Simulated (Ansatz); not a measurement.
Bi$_{2}$S$_{3}$:
```xyz
5
Lattice="4.0563 0.0000 0.0000 -2.0282 3.5129 0.0000 0.0000 0.0000 10.3992" Properties=species:S:1:pos:R:3 pbc="T T T"
Bi     0.0000     2.3419     1.8787
Bi     2.0282     1.1710     8.5205
S      0.0000     0.0000     0.0000
S      0.0000     2.3419     7.0852
S      2.0282     1.1710     3.3139
```

Relaxed with PBE. Special points in fractions of this cell's reciprocal vectors: Γ (0.000, 0.000, 0.000); M (0.500, 0.000, 0.000); K (0.333, 0.333, 0.000); A (0.000, 0.000, 0.500); L (0.500, 0.000, 0.500); H (0.333, 0.333, 0.500).

Problem. List the band energies nearest the valence-band maximum at these points for plane-wave PAW PBE (Ansatz code).

Solution. In eV from the valence-band maximum; about four levels below and three above (degenerate sets whole), none deeper than 8.9 eV; points with the same levels are listed once.

```
k                          below           above
-  -----------------------------  --------------
Γ        -0.96 -0.91 -0.91 -0.16  1.05 2.46 2.46
M        -1.69 -1.14 -1.00 -0.37  1.93 3.26 3.45
K  -2.05 -2.05 -1.32 -0.43 -0.43  2.65 3.48 3.48
A        -0.93 -0.93 -0.67 -0.31  1.05 2.46 2.46
L        -1.54 -0.97 -0.92 -0.54  1.79 3.17 3.36
H  -2.23 -2.23 -1.39 -0.25 -0.25  2.87 3.36 3.36
```

Space group P-3m1 (La2O3 or Ni2Al3 type). The cell is a constructed one: a structure type filled with these elements; neither database checked (COD, Materials Project) lists it. COD files the formula under space group No. 62, so this cell is another polymorph or a model. Whether it is the stable phase at ambient conditions was not checked. The cell was relaxed with PBE under the symmetry of its start; whether a distortion lowers the energy is not shown. Spin–orbit coupling is left out wherever it is not named.

Potentials: the later of the program's two PAW sets.
